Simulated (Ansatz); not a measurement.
# Structures of In2Cl: which is lowest?

Plane-wave DFT in Ansatz with scalar-relativistic PAW potentials, cutoff 420 eV, Γ-centred meshes chosen by cell and gap, Gaussian smearing with energies taken to zero width. Every cell was relaxed (cell and atoms) in a run of its own, within the symmetry of its start. Functional: PBE.

Relaxed structures (starts from databases or built by putting these elements on another compound's sites):
A. Fd-3m, 6 atoms in the computed cell, a = 8.956 Å; sites (symmetry × multiplicity) In .-3m × 16, Cl -43m × 8; start: built
B. R-3m, 3 atoms in the computed cell, a = 3.572 Å, c = 22.273 Å; sites (symmetry × multiplicity) In 3m × 6, Cl -3m × 3; start: built

Task: Rank them by energy. Could pressure change the order?

Result:
| structure | group | E − E(lowest) (meV/atom) | V (Å³/atom) | gap on mesh (eV) |
| --- | --- | --- | --- | --- |
| B | R-3m | 0.0 | 27.34 | 0.00 |
| A | Fd-3m | 146 | 29.93 | 0.00 |

B is lowest, 146 meV/atom under A. The lowest is also the densest of these, so pressure wouldn't bring one of the others in at first order. Other structures may lie lower than all of these, and vibrations aren't counted.

Spin polarisation was left out, and a magnetic state may lie lower.